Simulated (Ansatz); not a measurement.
CuO in space group P4_2/mmc (No. 131; Cu on 2c, O on 2e) under volume change, plane-wave PAW PBEsol (Ansatz code), shape and atoms relaxed at each volume.

| V (Å³/atom) | E − E(relaxed) (meV/atom) | P (GPa) |
|---|---|---|
| 9.708 | 47.8 | 17.19 |
| 10.028 | 20.2 | 10.63 |
| 10.348 | 4.8 | 4.95 |
| 10.668 | 0.0 | 0.00 |
| 10.989 | 4.4 | -4.28 |
| 11.309 | 16.6 | -7.94 |
| 11.629 | 35.8 | -11.11 |

### Question
What does a third-order Birch–Murnaghan fit give for V₀, B₀ and B′?

### Answer
V₀ = 10.67 Å³/atom, B₀ = 152 GPa, B′ = 3.8.

The start of the workflow was typed in or built on a structure type; neither database checked (COD, Materials Project) lists it. It is not the phase usual at ambient conditions (space group No. 15). The PBEsol relaxation kept the symmetry of its start; its stability against distortions is not shown here. The workflow began spin-polarised and lost its moments. No Hubbard U is applied.

Potentials: the earlier of the program's two PAW sets. The files were generated under PBE; for other functionals the program regenerates the frozen cores, and for LDA and PBEsol the local potential too.
